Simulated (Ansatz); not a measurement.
Data:

BeS (zinc blende, F-43m), a = b = c = 4.852 Å, α = β = γ = 90.00°; the cell used has 2 atoms.

This is the HSE06-relaxed structure.

Problem. All from DFT-HSE06 in the program Ansatz with PAW potentials, unless another level is named. Predict the band gap.

Solution. 4.06 eV (indirect).

Problem. And the smallest direct gap on the standard path?

Solution. 6.87 eV.

Problem. And the valence-band maximum?

Solution. at Γ.

Problem. Give the conduction-band minimum.

Solution. at X (3 equivalent valleys).

The cell was relaxed with HSE06 under the symmetry of its start. The hybrid was solved on a coarse mesh, the path and, where they were found, the r²SCAN edge points; its band edges are the extreme levels among these.

Potentials: the earlier of the program's two PAW sets.
